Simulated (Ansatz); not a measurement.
LiSe4, before and after

The cell of LiSe4 is invented: 5-, 6-connected net of one element, guests in its cages (P1, No. 1) (guest Li). The dimensions are guesses.

start.cif

```cif
data_structure
_symmetry_space_group_name_H-M 'P 1'
_symmetry_Int_Tables_number 1
_cell_length_a 3.3838
_cell_length_b 3.5532
_cell_length_c 4.9404
_cell_angle_alpha 93.722
_cell_angle_beta 90.045
_cell_angle_gamma 90.832
_cell_volume 59.27
loop_
_atom_site_label
_atom_site_type_symbol
_atom_site_fract_x
_atom_site_fract_y
_atom_site_fract_z
_atom_site_occupancy
Li1 Li 0.50000 0.00000 0.75000 1
Se1 Se 0.50057 0.50005 0.49924 1
Se2 Se 0.48788 0.48878 0.00074 1
Se3 Se 0.00016 0.00000 0.49916 1
Se4 Se 0.01123 0.01178 0.00114 1
```

The calculation used DFT PBE, scalar-relativistic, plane waves, PAW (Ansatz). Cutoff 420 eV, Gaussian smearing, Γ-centred meshes. Cell and atoms relax first on a coarse mesh and then on a finer one. In between, the cell is made exact in the group found at 0.06 Å. In metals the finer mesh still leaves noise of several meV/atom or more. The steps can't lower the symmetry of their start. No spin polarisation.

end.cif

```cif
data_structure
_symmetry_space_group_name_H-M 'P 1'
_symmetry_Int_Tables_number 1
_cell_length_a 3.8314
_cell_length_b 3.8314
_cell_length_c 8.8341
_cell_angle_alpha 90.000
_cell_angle_beta 90.000
_cell_angle_gamma 90.000
_cell_volume 129.68
loop_
_atom_site_label
_atom_site_type_symbol
_atom_site_fract_x
_atom_site_fract_y
_atom_site_fract_z
_atom_site_occupancy
Li1 Li 0.50000 0.50000 0.50000 1
Se1 Se 0.50000 0.00000 0.26309 1
Se2 Se 0.50000 0.00000 0.73691 1
Se3 Se 0.00000 0.50000 0.26309 1
Se4 Se 0.00000 0.50000 0.73691 1
```

The symmetry goes from P1 (No. 1) to P4/mmm (No. 123). The volume per atom grows by 118.8 %, from 11.9 to 25.9 Å³. The shortest distance goes from 2.07 Å (Li–Se) to 2.71 Å (Se–Se). The energy falls by about 2.2 eV/atom (the start's value is from the coarse mesh). The end is written in a standard setting, so origin, axes and order of atoms can differ from the start's.

* Volume per atom: 25.9 Å³
* Density: 4.1 g/cm³
* Energy over the elements: −0.25 eV/atom
* Gap on the 10×10×4 mesh of the 5-atom cell: 0 eV (a metal)

The zero of energy is the elements' standard structures at the same level; no fitted shifts are applied. Whether it is stable depends on the other phases of the system, which aren't compared here.

The last run used Gaussian smearing of 0.10 eV. No dispersion correction is applied, so the spacing and binding between layers, chains or molecules are poorly described. An odd number of electrons in the primitive cell allows no gap without spin; a larger cell or a magnetic state could open one. The reference form of Se is held partly by dispersion forces, which this level lacks. A structure relaxed within its symmetry needn't be a true minimum. In all, the 4 runs took 23 min on 1 thread of Arm Neoverse V1, on a shared host.
